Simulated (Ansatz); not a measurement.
**How the vibrations of Li$_{2}$Pt change with volume**

These are results of DFT LDA, scalar-relativistic, plane waves, PAW (Ansatz 0.2.0), not measurements. Settings: 420 eV plane-wave cutoff, Γ-centred 12×12×16 mesh, Fermi-Dirac smearing of 0.15 eV. No spin polarisation. Phonons by linear response, acoustic sum rule imposed.

Relaxed structure:
```
Li Pt
1.0
     4.09283    0.00000    0.00000
    -2.04642    3.54450    0.00000
     0.00000    0.00000    2.61361
Li Pt
2 1
Direct
  0.33333 0.66667 0.50000
  0.66667 0.33333 0.50000
  0.00000 0.00000 0.00000
```

In a metal, frequencies depend on the k mesh and the smearing, soft modes most. Spin–orbit coupling is left out, which can shift energies with elements as heavy as these.

Cells at 0.98 and 1.02 times the equilibrium volume were relaxed in shape and atoms; γ = −d ln ν / d ln V, modes matched by rank.

Q: Give the optical frequencies at Γ (cm⁻¹) at the three volumes and the mode Grüneisen parameters.

A:
```tsv
0.98 V	V	1.02 V	γ	degeneracy
28i	43i	53i	–	1
224	215	207	2.06	1
287	273	260	2.44	2
525	512	500	1.23	2
```

i marks imaginary modes: the cell is unstable against these displacements at all three volumes, and γ isn't given for them.

Q: What pressures hold the two strained cells, and what bulk modulus follows?

A: 1.55 GPa at 0.98 V and -1.40 GPa at 1.02 V, so B = −dP/d ln V ≈ 74 GPa.